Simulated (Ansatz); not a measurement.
YZnCuP₂:
```
CELL_PARAMETERS angstrom
      3.95518     0.00000     0.00000
     -1.97759     3.42529     0.00000
      0.00000     0.00000     6.53554
ATOMIC_POSITIONS crystal
  Y  0.33333 0.66667 0.98441
  Zn 0.00000 0.00000 0.37656
  Cu 0.66667 0.33333 0.63972
  P  0.66667 0.33333 0.25659
  P  0.00000 0.00000 0.74272
```

Relaxed with r²SCAN. Special points in fractions of this cell's reciprocal vectors: Γ (0.000, 0.000, 0.000); M (0.500, 0.000, 0.000); K (0.333, 0.333, 0.000); A (0.000, 0.000, 0.500); L (0.500, 0.000, 0.500); H (0.333, 0.333, 0.500).

List the band energies nearest the valence-band maximum at these points for plane-wave PAW r²SCAN (Ansatz code).

In eV from the valence-band maximum; about four levels below and three above (degenerate sets whole), none deeper than 8.9 eV; points with the same levels are listed once.

| k | below | above |
|---|---|---|
| Γ | -2.05 -2.05 -0.29 0.00 0.00 | 0.94 1.49 1.50 1.50 |
| M | -3.05 -2.77 -2.64 -1.83 | 0.47 2.85 3.36 |
| K | -2.92 -2.88 -2.46 -2.00 | 2.39 2.77 2.77 |
| A | -1.80 -1.80 -0.70 -0.70 | 1.14 1.56 1.56 |
| L | -3.07 -2.97 -1.36 -1.20 | 0.18 1.92 2.67 |
| H | -2.99 -2.49 -2.24 -2.16 | 1.47 1.89 2.72 |

Space group P3m1. The first step of the workflow began from a Materials Project structure, measured or hypothetical; the Crystallography Open Database copy checked does not list it. Whether it is the stable phase at ambient conditions was not checked. The cell was relaxed with r²SCAN under the symmetry of its start; whether a distortion lowers the energy is not shown. The run is not spin-polarised. Spin–orbit coupling is left out wherever it is not named.

Potentials: the later of the program's two PAW sets.
